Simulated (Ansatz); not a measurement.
## Orbital-resolved density of states of PbF2

```xyz
3
Lattice="0.0000 3.0000 3.0000 3.0000 0.0000 3.0000 3.0000 3.0000 0.0000" Properties=species:S:1:pos:R:3 pbc="T T T"
Pb    0.0000    0.0000    0.0000
F     1.5000    1.5000    1.5000
F     4.5000    4.5000    4.5000
```

Atom numbers follow the list: Pb1, F2, F3.

The structure comes from a relaxation in the same program, started in the fluorite type, and has space group Fm-3m. Whether it is a known phase or the ground state wasn't checked.

No spin–orbit coupling, which matters for the heavy atoms here.

Computed with Ansatz 0.2.0, DFT, PBE, all-electron LAPW, scalar-relativistic.

Settings: a Γ-centred 11×11×11 k mesh, Fermi–Dirac smearing of 0.05 eV, basis error target 0.5 meV/atom, no spin polarisation.

States per eV for one atom of each kind, in 0.4 eV bins named by their centres, from the valence-band top, projected on a minimal set of Löwdin-orthogonalised atomic shells; orbitals are real harmonics on the Cartesian axes, equal curves share a column, and empty bins are left out, as is all above 8.8 eV, near the top of the computed bands.

Pb1 6p:

```
# E all pz=px=py
-6.0 0.01 0.00
-5.6 0.01 0.00
-5.2 0.01 0.00
-3.2 0.53 0.18
-2.8 0.60 0.20
-2.4 0.40 0.13
-2.0 0.14 0.05
-1.6 0.06 0.02
-1.2 0.01 0.00
-0.8 0.01 0.00
-0.4 0.02 0.01
0.0 0.01 0.00
4.4 0.07 0.02
4.8 0.52 0.17
5.2 2.09 0.70
5.6 1.11 0.37
6.0 0.16 0.05
6.4 0.73 0.24
6.8 1.52 0.51
7.2 2.83 0.94
7.6 3.49 1.16
```

F2 2p:

```
# E all pz=px=py
-6.0 0.49 0.16
-5.6 0.18 0.06
-5.2 0.04 0.01
-4.8 0.01 0.00
-3.2 1.29 0.43
-2.8 1.95 0.65
-2.4 1.98 0.66
-2.0 1.84 0.61
-1.6 4.02 1.34
-1.2 0.54 0.18
-0.8 0.20 0.07
-0.4 0.48 0.16
0.0 0.98 0.33
4.8 0.01 0.00
5.2 0.16 0.05
5.6 0.08 0.03
6.0 0.01 0.00
6.4 0.06 0.02
6.8 0.10 0.03
7.2 0.17 0.06
7.6 0.28 0.09
```

Pb1 6s:

```
# E all
-6.0 2.06
-5.6 0.97
-5.2 0.32
-4.8 0.09
-2.0 0.01
-1.6 0.01
-1.2 0.02
-0.8 0.09
-0.4 0.33
0.0 0.88
4.8 0.01
5.2 0.07
5.6 0.03
6.0 0.01
```
